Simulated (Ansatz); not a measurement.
# Property card for CaZn2Ge2

CaZn$_{2}$Ge$_{2}$:
Space group I4/mmm (No. 139); a = 4.2538 Å, b = 4.2538 Å, c = 10.5924 Å, α = 90.00°, β = 90.00°, γ = 90.00°

```csv
atom,site,symmetry,x,y,z
Ge,4e,4mm,0.0000,0.0000,0.3828
Ca,2a,4/mmm,0.0000,0.0000,0.0000
Zn,4d,-4m2,0.0000,0.5000,0.2500
```
(The calculation used a cell of 5 atoms; values per cell refer to that cell.)

Space group I4/mmm (No. 139); conventional cell a = 4.2538 Å, b = 4.2538 Å, c = 10.5924 Å, α = 90.00°, β = 90.00°, γ = 90.00°.

Method: r²SCAN (plane waves, PAW; program Ansatz). Geometry: relaxed at this level of theory. Other levels are named where they apply.

### Cell and energy

* **Volume per atom**: 19.17 Å³
* **Density**: 5.48 g/cm³
* **Formation energy from the elements (no fitted shifts)**: -0.37 eV/atom

### Electronic structure

* **Electronic character**: metallic (no gap)
* **Density of states at the Fermi level**: 0.22 states/eV per atom (mean over ±0.08 eV)
* **Gap with spin–orbit coupling**: none (metallic)

### Mechanics

- Bulk modulus (Birch–Murnaghan fit): 67.1 GPa
- Pressure derivative B′: 4.5

### Charges

Bader charges: Ge -0.85, Ca +1.42, Zn +0.14 e

The workflow started from an entry of the Crystallography Open Database (COD). Its standing as an ambient phase is unchecked. The cell was relaxed with r²SCAN under the symmetry of its start; its stability against distortions is not shown here. The references are the lowest solids computed at this level, not always the standard phases. Scalar-relativistic: spin–orbit coupling is off unless named, which matters more the heavier the elements.

Potentials: the later of the program's two PAW sets.
